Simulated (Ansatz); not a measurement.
Starting cell, MoS2 (3R-MoS2 type, space group R3m):

```yaml
crystal:
  lattice:
    - [1.58761, 0.91661, 6.19494]
    - [-1.58761, 0.91661, 6.19494]
    - [0.00000, -1.83321, 6.19494]
  atoms:
    - { symbol: Mo, position: [0.00000, 0.00000, 0.00000] }
    - { symbol: S, position: [0.75030, 0.75030, 0.75030] }
    - { symbol: S, position: [0.58300, 0.58300, 0.58300] }
```

Scan: atom 1 (Mo, nearest neighbour S at 2.403 Å; its periodic images, 3.2 Å or more away, move with it) is displaced along Cartesian [111], direction (0.577, 0.577, 0.577) in Cartesian axes, by s. The other atoms stay.

These are r2SCAN+rVV10 (plane waves to 500 eV, PAW, scalar-relativistic; Ansatz, a first-principles code) values and carry that method's errors. k mesh 10×10×10 (Γ-centred), Fermi-Dirac smearing 0.05 eV. F∥ is the force on the atom along that direction. MoS2 is run without spin polarisation. MoS2 was relaxed with its symmetry unable to fall. This is one of several known forms of MoS2; the measured ambient cells at hand have space group No. 194. 

| s (Å) | F∥ (eV/Å) |
|---|---|
| -0.240 | 5.714 |
| -0.192 | 4.598 |
| -0.144 | 3.463 |
| -0.096 | 2.316 |
| -0.048 | 1.161 |
| 0.000 | 0.000 |
| 0.048 | -1.168 |
| 0.096 | -2.346 |
| 0.144 | -3.539 |
| 0.192 | -4.755 |
| 0.240 | -6.002 |

**Question.** What is the force constant k = d²E/ds² of this move at s = 0?

**Answer.** 24.3 eV/Å². The forces along the line at the two nearest points give (1.161 − (-1.168)) / (2·0.048) = 24.26 eV/Å²; the next pair corrects for the finite step.

(A displaced cell: forces are minus the slopes of the energy, force constants its curvatures, and phonons follow from these.)
